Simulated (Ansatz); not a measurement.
InPt3 (Cu3Au type, Pm-3m), plane-wave PAW r²SCAN (Ansatz code), all energies at zero smearing, with the estimated change up to a 700 eV cutoff added, with one set of potentials and settings (totals compare only within such a set). Cell of 4 atoms (1 In, 3 Pt): -43228.378 eV.

| element | reference phase | E (eV/atom) |
|---|---|---|
| In | I4/mmm, 1 atoms in the cell | -5611.8812 |
| Pt | Fm-3m, 1 atoms in the cell | -12538.2501 |

Formation energy per atom, worked out: (-43228.378 − 1×(-5611.8812) − 3×(-12538.2501))/4 = -0.437 eV/atom (-42 kJ per mol of atoms), at 0 K, without zero-point energy or fitted corrections.

The workflow started from a Materials Project entry (that database holds measured and hypothetical structures alike); the Crystallography Open Database files this formula in space group No. 221, but the cells were not matched. Its standing as an ambient phase is unchecked. The r²SCAN relaxation kept the symmetry of its start; whether a distortion lowers the energy is not shown. The run is not spin-polarised. The references are the lowest solids computed at this level, not always the standard phases. Scalar-relativistic: spin–orbit coupling is off unless named, which matters more the heavier the elements.

Potentials: the earlier of the program's two PAW sets.
